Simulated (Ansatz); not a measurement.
ScOF in space group P4/nmm (No. 129; Sc on 2c, O on 2b, F on 2a), the program Ansatz at the LDA level (PAW). The conduction-band minimum lies at Γ, with 1 equivalent valley. Second derivatives d²E/dk² of the lowest band at one valley (eV·Å²), along Cartesian directions:

| direction | d²E/dk² |
|---|---|
| [100] | 7.309 |
| [010] | 7.309 |
| [001] | 1.709 |
| [110] | 7.307 |
| [101] | 4.509 |
| [011] | 4.509 |

Question: Find the principal effective masses, the density-of-states mass and the conductivity mass.

Answer: Off-diagonal terms follow from H_xy = H[110] − (H_xx + H_yy)/2, and m*/mₑ = 7.620 eV·Å² over each eigenvalue: 1.0, 1.0, 4.5. One valley's DOS mass (m₁m₂m₃)^(1/3) = 1.7, conductivity mass 3/(Σ 1/mᵢ) = 1.4 mₑ.

Question: What effective density of states Nc follows at 300 K for parabolic valleys?

Answer: Nc = 2.509e19 × 1 × (1.7)^(3/2) ≈ 5.6e19 cm⁻³.

Question: With the computed static dielectric constant 29.5 (mean of the diagonal), estimate a hydrogenic donor's binding energy and radius.

Answer: E = 13.606 eV × 1.4/29.5² ≈ 22 meV; a = 0.529 Å × ε/m* ≈ 11 Å. Semilocal masses tend to be too small when the gap is underestimated.

The workflow started from a Materials Project entry (that database holds measured and hypothetical structures alike); the Crystallography Open Database copy checked does not list it. Whether it is the stable phase at ambient conditions was not checked. The cell was relaxed with LDA under the symmetry of its start. At this level the phase is dynamically unstable (imaginary phonons). The run is not spin-polarised.

Potentials: the later of the program's two PAW sets.
